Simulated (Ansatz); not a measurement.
# CdPtC₆N₆: Quadrupolar parameters

The cell is a structure deposited in the COD, ions relaxed with PBE at fixed cell.

Space group Fm-3m (No. 225); a = 10.9228 Å.

```csv
site,Wyckoff,site symmetry,x,y,z
Cd,4b,m-3m,0.5000,0.5000,0.5000
Pt,4a,m-3m,0.0000,0.0000,0.0000
C,24e,4m.m,0.5000,0.8166,0.5000
N,24e,4m.m,0.5000,0.7107,0.5000
```

One atom of each set is listed; the run and its k-mesh use a cell of 14 atoms with edges of 7.72, 7.72, 7.72 Å.

The numbers come from a DFT calculation in Ansatz (r2SCAN, plane waves and PAW, scalar-relativistic, 500 eV cutoff, Γ-centred 5×5×5 k-points, Fermi–Dirac smearing 0.05 eV).

V_zz is the principal component of the electric field gradient with the largest magnitude, η = (V_xx − V_yy)/V_zz and C_Q = eQV_zz/h.

¹⁴N: I = 1, Q = 20.44 mb. Nuclear quadrupole moments: year-2017 set (Pyykkö).

(1) What field gradients does the calculation give at each kind of site?

Results:

(1) 

```
site  atoms                                         first shell  V_zz (10²¹ V/m²)     η  C_Q (MHz)
  Cd      1                                       6 N at 2.30 Å              0.00     –          –
  Pt      1                                       6 C at 2.00 Å              0.00     –          –
   C      6           1 N at 1.16 Å, 1 Pt at 2.00 Å, angle 180°             -4.19  0.00          –
   N      6  1 C at 1.16 Å; also 1 Cd at 2.30 Å, 1 Pt at 3.16 Å             -6.18  0.00      -3.05
```

An axis of threefold or higher order runs through C and N, so V_zz lies along it and η is zero. Cd and Pt sit on a cubic site, where every gradient vanishes.

Cd, Pt, C have no stable isotope with a ground-state quadrupole moment in the table, so no C_Q is given.

The largest force is 0.9 eV/Å, so the atoms aren't at the calculated equilibrium and relaxing them would move these values. Without spin–orbit coupling the gradients at and beside Pt can be off by some per cent, at some sites by more. The database entry as given showed forces above 3 eV/Å or a pressure above 30 GPa, though relaxing it moves no atom far.

Hardware: 1 thread of Arm Neoverse N1 (aarch64; 36 cores open to the job, memory cap 3.0 GiB, no GPU), a shared host with a load of 0.9 a core. Wall time 82 s, CPU time 81 s, peak memory 1.6 GiB.
